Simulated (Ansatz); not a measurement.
YTaN$_{3}$ (cubic perovskite, Pm-3m) under volume change, PBEsol (plane waves, PAW; program Ansatz), scaled uniformly.

```
V (Å³/atom)  E − E(relaxed) (meV/atom)  P (GPa)
-----------  -------------------------  -------
11.774                            82.6    24.81
12.162                            34.6    15.08
12.550                             8.2     6.96
12.938                             0.0     0.00
13.327                             ___      ___
13.715                            28.7   -11.34
14.103                             ___      ___
```

Complete the blanks.


- 14.103, E − E(relaxed) (meV/atom): 61.9
- 14.103, P (GPa): -15.91
- 13.327, E − E(relaxed) (meV/atom): 7.5
- 13.327, P (GPa): -6.06

What does a third-order Birch–Murnaghan fit give for V₀, B₀ and B′?

V₀ = 12.94 Å³/atom, B₀ = 218 GPa, B′ = 4.0.

The start of the workflow was typed in or built on a structure type; neither database checked (COD, Materials Project) lists it. Whether it is the stable phase at ambient conditions was not checked. Symmetry was held in the PBEsol relaxation. At this level the phase is dynamically unstable (imaginary phonons). The run is not spin-polarised. Spin–orbit coupling is left out wherever it is not named.

Potentials: the earlier of the program's two PAW sets. The files were generated under PBE; for other functionals the program regenerates the frozen cores, and for LDA and PBEsol the local potential too.
